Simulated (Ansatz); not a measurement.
ScSi:
Space group Cmcm (No. 63); a = 3.9516 Å, b = 9.8214 Å, c = 3.6359 Å, α = β = γ = 90.00°

| atom | site | symmetry | x | y | z |
|---|---|---|---|---|---|
| Sc | 4c | m2m | 0.0000 | 0.1391 | 0.7500 |
| Si | 4c | m2m | 0.0000 | 0.5816 | 0.2500 |
(The calculation used a cell of 4 atoms; values per cell refer to that cell.)

Relaxed at zero pressure with PBEsol (plane waves, PAW; program Ansatz).

### Question
The volume is lowered by 6 % and shape and atoms relax at that volume. What pressure results, and how do the axes share the change?

### Answer
7.6 GPa; a -2.3 %, b -1.9 %, c -1.9 %; the energy rises by 24 meV/atom.

### Question
Give the new structure.

### Answer

Space group Cmcm (No. 63); a = 3.8607 Å, b = 9.6310 Å, c = 3.5673 Å, α = β = γ = 90.00°

```csv
atom,site,symmetry,x,y,z
Sc,4c,m2m,0.0000,0.1397,0.7500
Si,4c,m2m,0.0000,0.5819,0.2500
```

The phase is kept; no other phase was compared at this pressure.

The workflow started from a Materials Project entry (that database holds measured and hypothetical structures alike); the Crystallography Open Database copy checked does not list it. Its standing as an ambient phase is unchecked. Symmetry was held in the PBEsol relaxation; whether a distortion lowers the energy is not shown. No spin polarisation was allowed.

Potentials: the earlier of the program's two PAW sets. The files were generated under PBE; for other functionals the program regenerates the frozen cores, and for LDA and PBEsol the local potential too.
